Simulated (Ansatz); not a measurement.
Total density of states per atom from r²SCAN+D4 (plane waves, PAW; program Ansatz), in 0.25 eV bins, energy from the Fermi level:

```json
[
 {"E (eV)": "-7.85", "states/eV/atom": "0.72"},
 {"E (eV)": "-7.60", "states/eV/atom": "0.74"},
 {"E (eV)": "-7.35", "states/eV/atom": "0.88"},
 {"E (eV)": "-7.10", "states/eV/atom": "0.94"},
 {"E (eV)": "-6.85", "states/eV/atom": "1.11"},
 {"E (eV)": "-6.60", "states/eV/atom": "0.95"},
 {"E (eV)": "-6.35", "states/eV/atom": "0.85"},
 {"E (eV)": "-6.10", "states/eV/atom": "0.63"},
 {"E (eV)": "-5.85", "states/eV/atom": "1.03"},
 {"E (eV)": "-5.60", "states/eV/atom": "0.95"},
 {"E (eV)": "-5.35", "states/eV/atom": "0.78"},
 {"E (eV)": "-5.10", "states/eV/atom": "1.16"},
 {"E (eV)": "-4.85", "states/eV/atom": "1.29"},
 {"E (eV)": "-4.60", "states/eV/atom": "1.11"},
 {"E (eV)": "-4.35", "states/eV/atom": "0.45"},
 {"E (eV)": "-4.10", "states/eV/atom": "0.46"},
 {"E (eV)": "-3.85", "states/eV/atom": "1.46"},
 {"E (eV)": "-3.60", "states/eV/atom": "1.51"},
 {"E (eV)": "-3.35", "states/eV/atom": "1.18"},
 {"E (eV)": "-3.10", "states/eV/atom": "1.20"},
 {"E (eV)": "-2.85", "states/eV/atom": "1.42"},
 {"E (eV)": "-2.60", "states/eV/atom": "1.21"},
 {"E (eV)": "-2.35", "states/eV/atom": "1.26"},
 {"E (eV)": "-2.10", "states/eV/atom": "1.37"},
 {"E (eV)": "-1.85", "states/eV/atom": "1.06"},
 {"E (eV)": "-1.60", "states/eV/atom": "0.91"},
 {"E (eV)": "-1.35", "states/eV/atom": "0.72"},
 {"E (eV)": "-1.10", "states/eV/atom": "0.70"},
 {"E (eV)": "-0.85", "states/eV/atom": "0.63"},
 {"E (eV)": "-0.60", "states/eV/atom": "0.62"},
 {"E (eV)": "-0.35", "states/eV/atom": "0.58"},
 {"E (eV)": "-0.10", "states/eV/atom": "0.57"},
 {"E (eV)": "0.15", "states/eV/atom": "0.57"},
 {"E (eV)": "0.40", "states/eV/atom": "0.57"},
 {"E (eV)": "0.65", "states/eV/atom": "0.62"},
 {"E (eV)": "0.90", "states/eV/atom": "0.64"},
 {"E (eV)": "1.15", "states/eV/atom": "0.82"},
 {"E (eV)": "1.40", "states/eV/atom": "0.99"},
 {"E (eV)": "1.65", "states/eV/atom": "1.08"},
 {"E (eV)": "1.90", "states/eV/atom": "1.30"},
 {"E (eV)": "2.15", "states/eV/atom": "1.42"},
 {"E (eV)": "2.40", "states/eV/atom": "1.45"},
 {"E (eV)": "2.65", "states/eV/atom": "1.02"},
 {"E (eV)": "2.90", "states/eV/atom": "0.33"},
 {"E (eV)": "3.15", "states/eV/atom": "0.29"},
 {"E (eV)": "3.40", "states/eV/atom": "0.28"},
 {"E (eV)": "3.65", "states/eV/atom": "0.27"},
 {"E (eV)": "3.90", "states/eV/atom": "0.27"},
 {"E (eV)": "4.15", "states/eV/atom": "0.27"},
 {"E (eV)": "4.40", "states/eV/atom": "0.27"},
 {"E (eV)": "4.65", "states/eV/atom": "0.26"}
]
```

Which of these materials gives this?
(A) H, Cmce (H on 8f)
(B) Os, hcp (Mg type)
(C) Cd, hcp (Mg type)
(D) Bi, A7 (α-As type)

B, Os, hcp (Mg type). Within 0.5 eV of the Fermi level: Os 5d 93 %. Projections are on Löwdin-orthogonalised atomic valence shells; empty p or d shells of many metals are not among them.

Space group P6_3/mmc (hcp (Mg type)). The cell was relaxed with r²SCAN+D4 under the symmetry of its start. No spin polarisation was allowed. The pairwise dispersion correction was not fitted to metals. Spin–orbit coupling is left out wherever it is not named.

Potentials: the earlier of the program's two PAW sets.
